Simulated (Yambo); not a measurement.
SrGeP2O8 (space group C2/m, No. 12), G0W0@LDA in Yambo with this input:

```
rim_cut
gw0
dyson
el_el_corr
HF_and_locXC
ppa
em1d
RandQpts= 1000000
RandGvec= 1 Ry
EXXRLvcs= 84 Ry
VXCRLvcs= 336 Ry
Chimod= "HARTREE"
% BndsRnXp
 1 | 225 |
%
NGsBlkXp= 7 Ry
% LongDrXp
 1.0 | 1.0 | 1.0 |
%
PPAPntXp= 27.2114 eV
% GbndRnge
 1 | 225 |
%
GTermKind= "BG"
DysSolver= "n"
ExtendOut
```

On a 2×2×2 mesh, with wavefunctions cut at 84 Ry, the gap ((-0.5, -0.5, 0) → Γ) is 7.153 eV and the valence edge shifts by -1.278 eV.

Problem. What happens with this change: 3 Ry block?

Solution. The gap rises by 0.105 eV, to 7.258 eV; the shift of the valence edge becomes -1.351 eV. Neither run is shown to be the converged limit.

The standard potential for Ge keeps a d shell in the valence without the s and p states of that shell. In tests on such compounds this moved G0W0 gaps by up to about 0.9 eV, so absolute quasiparticle energies here are unreliable; differences between settings are what counts.

Spin-orbit coupling is not included.

Geometry of the Materials Project entry, not relaxed at this level; primitive cell a = 4.6695 Å, b = 4.6695 Å, c = 7.3271 Å, α = 93.62°, β = 93.62°, γ = 65.88°.

A shift is the quasiparticle energy of the state minus its LDA energy.
